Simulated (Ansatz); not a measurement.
Theory: Ansatz, DFT PBE, scalar-relativistic, plane waves, PAW. Settings: cutoff 420 eV, Γ-centred meshes spaced at most about 0.3 Å⁻¹, and about 0.25 Å⁻¹ or finer for metals (2π included), Gaussian smearing. No spin polarisation in the final relaxations.

Temperature and zero-point effects are left out.

Two forms of TiGe4Mo were relaxed alike.

A.

```
Ti Ge Mo
1.0
     0.00000    4.35025    4.40545
     2.47410    0.00000    4.40545
     2.47410    4.35025    0.00000
Ti Ge Mo
1 4 1
Direct
  0.50000 0.50000 0.50000
  0.08585 0.41415 0.08585
  0.15901 0.84099 0.15901
  0.84099 0.15901 0.84099
  0.41415 0.08585 0.41415
  0.75000 0.75000 0.75000
```

B.

```
Ti Ge Mo
1.0
     2.37773   -4.20605    0.00000
     2.37773    4.20605    0.00000
     0.00000    0.00000    4.72918
Ti Ge Mo
1 4 1
Cartesian
  2.3777 0.0000 2.3646
  2.3777 -1.3548 0.0000
  2.3777 2.8238 2.3646
  2.3777 1.3548 0.0000
  2.3777 -2.8238 2.3646
  0.0000 0.0000 0.0000
```

**Question.** Which is lower in energy, and by how much?

**Answer.** A is lower, by 24 meV/atom. A has space group F222 (No. 22), 15.8 Å³/atom and no gap on its mesh; B has space group Cmmm (No. 65), 15.8 Å³/atom and no gap. A holds Ge–Ge chains (shortest 2.61 Å); in B the shortest Ge–Ge distance is 2.71 Å, near bonding range too. In A, Ti has 4 Ge at 2.63 Å, 6 Ge at 2.83–2.97 Å and 4 Mo at 3.33 Å; Ge on its first site is surrounded by 2 Ge at 2.61 Å, 2 Ti at 2.63 Å, 3 Ge at 2.86–2.89 Å, 3 Mo at 2.86–2.92 Å and 4 Ge at 3.30–3.36 Å; Mo is surrounded by 4 Ge at 2.65 Å, 6 Ge at 2.86–2.92 Å and 4 Ti at 3.33 Å; 1 more site not described. In B, around Ti lie 10 Ge at 2.73–2.82 Å and 4 Mo at 3.35 Å; Ge on its first site has 5 Ge at 2.71–2.81 Å, 2 Ti at 2.73 Å, 3 Mo at 2.74–2.85 Å and 4 Ge at 3.35 Å; Mo is surrounded by 10 Ge at 2.74–2.85 Å and 4 Ti at 3.35 Å; 1 more site not described. Both come from invented guesses.

Cells relaxed within their symmetry can be saddle points.
